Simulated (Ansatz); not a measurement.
These are results of DFT PBE, scalar-relativistic, plane waves, PAW, and for the lanthanide a 4f-in-core norm-conserving potential (Ansatz), not measurements. Settings: cutoff 630 eV, Γ-centred meshes spaced at most about 0.3 Å⁻¹, and about 0.25 Å⁻¹ or finer for metals (2π included), Gaussian smearing. No spin polarisation in the final relaxations.

Temperature and zero-point effects are left out. All come from trial cells, and lower structures may exist.

Problem. These unrelaxed guesses for RbDyH4 are each relaxed within their symmetry. Order them by the energy at which they end, lowest first.
1.

```cif
data_structure
_symmetry_space_group_name_H-M 'P4/mmm'
_symmetry_Int_Tables_number 123
_cell_length_a 3.7615
_cell_length_b 3.7615
_cell_length_c 6.2927
_cell_angle_alpha 90.000
_cell_angle_beta 90.000
_cell_angle_gamma 90.000
_cell_volume 89.03
loop_
_atom_site_label
_atom_site_type_symbol
_atom_site_symmetry_multiplicity
_atom_site_Wyckoff_symbol
_atom_site_fract_x
_atom_site_fract_y
_atom_site_fract_z
_atom_site_occupancy
Rb1 Rb 1 d 0.50000 0.50000 0.50000 1
Dy1 Dy 1 a 0.00000 0.00000 0.00000 1
H1 H 2 g 0.00000 0.00000 0.59845 1
H2 H 2 h 0.50000 0.50000 0.09857 1
```

2.

```cif
data_structure
_symmetry_space_group_name_H-M 'Cmmm'
_symmetry_Int_Tables_number 65
_cell_length_a 5.2780
_cell_length_b 6.2419
_cell_length_c 5.2734
_cell_angle_alpha 90.000
_cell_angle_beta 90.000
_cell_angle_gamma 90.000
_cell_volume 173.73
loop_
_atom_site_label
_atom_site_type_symbol
_atom_site_symmetry_multiplicity
_atom_site_Wyckoff_symbol
_atom_site_fract_x
_atom_site_fract_y
_atom_site_fract_z
_atom_site_occupancy
Rb1 Rb 2 a 0.00000 0.00000 0.00000 1
Dy1 Dy 2 c 0.50000 0.00000 0.50000 1
H1 H 4 i 0.50000 0.89892 0.00000 1
H2 H 4 j 0.50000 0.39959 0.50000 1
```

3.

```cif
data_structure
_symmetry_space_group_name_H-M 'P-6m2'
_symmetry_Int_Tables_number 187
_cell_length_a 5.2338
_cell_length_b 5.2338
_cell_length_c 4.1230
_cell_angle_alpha 90.000
_cell_angle_beta 90.000
_cell_angle_gamma 120.000
_cell_volume 97.81
loop_
_atom_site_label
_atom_site_type_symbol
_atom_site_symmetry_multiplicity
_atom_site_Wyckoff_symbol
_atom_site_fract_x
_atom_site_fract_y
_atom_site_fract_z
_atom_site_occupancy
Rb1 Rb 1 a 0.00000 0.00000 0.00000 1
Dy1 Dy 1 c 0.33333 0.66667 0.00000 1
H1 H 1 e 0.66667 0.33333 0.00000 1
H2 H 3 k 0.00453 0.50227 0.50000 1
```

4.

```cif
data_structure
_symmetry_space_group_name_H-M 'Cmmm'
_symmetry_Int_Tables_number 65
_cell_length_a 5.4103
_cell_length_b 8.6817
_cell_length_c 4.1617
_cell_angle_alpha 90.000
_cell_angle_beta 90.000
_cell_angle_gamma 90.000
_cell_volume 195.47
loop_
_atom_site_label
_atom_site_type_symbol
_atom_site_symmetry_multiplicity
_atom_site_Wyckoff_symbol
_atom_site_fract_x
_atom_site_fract_y
_atom_site_fract_z
_atom_site_occupancy
Rb1 Rb 2 c 0.50000 0.00000 0.50000 1
Dy1 Dy 2 a 0.00000 0.00000 0.00000 1
H1 H 4 i 0.50000 0.15807 0.00000 1
H2 H 4 f 0.25000 0.75000 0.50000 1
```

Solution. 2 (ends in Cmmm, 0 meV/atom), 1 (ends in P4/mmm, 95 meV/atom), 3 (ends in P-6m2, 180 meV/atom), 4 (ends in Cmmm, 0.39 eV/atom). Even the lowest end lies +0.05 eV/atom against the elements.

With hydrogen, zero-point motion can shift such differences by 10 meV/atom or more. Cells relaxed within their symmetry can be saddle points. Some types were kept out of the candidates beforehand, so the set may lack a known form.

The lanthanide is trivalent by construction, without f bands, f moments or other valences. The reference runs of the other elements, and any phases without the lanthanide, used 420 eV, which shifts energies against them by under 10 meV/atom. The lanthanide's reference is the lowest of its hcp, dhcp and fcc cells.
